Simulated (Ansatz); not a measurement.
InAs, first-principles data

InAs:
```
CELL_PARAMETERS angstrom
      4.01646     0.00000     0.00000
     -2.00823     3.47836     0.00000
      0.00000     0.00000     3.54227
ATOMIC_POSITIONS crystal
  In 0.00000 0.00000 0.00000
  As 0.66667 0.33333 0.50000
```

Space group P-6m2 (No. 187); conventional cell a = b = 4.016 Å, c = 3.542 Å, α = β = 90.00°, γ = 120.00°.

Method: plane-wave PAW PBE (Ansatz code). The cell and atoms are relaxed at this level. Other levels are named where they apply.

**Cell and energy**

```json
{
 "volume_per_atom": "24.74 Å³",
 "density": "6.37 g/cm³",
 "Formation energy from the elements (no fitted shifts)": "6.4 kJ/mol of atoms"
}
```

**Electronic structure**

```json
{
 "electronic_character": "metallic (no gap)",
 "Density of states at the Fermi level": "0.52 states/eV per atom (mean over ±0.08 eV)"
}
```

**Mechanics**

```json
{
 "Bulk modulus (Birch–Murnaghan fit)": "47.0 GPa",
 "Pressure derivative B′": "5.2"
}
```

The cell is a constructed one: a structure type filled with these elements; neither database checked (COD, Materials Project) lists it. It is not the phase usual at ambient conditions (space group No. 216). The PBE relaxation kept the symmetry of its start; whether a distortion lowers the energy is not shown. The references are the lowest solids computed at this level, not always the standard phases. Spin–orbit coupling is left out wherever it is not named.

Potentials: the later of the program's two PAW sets.
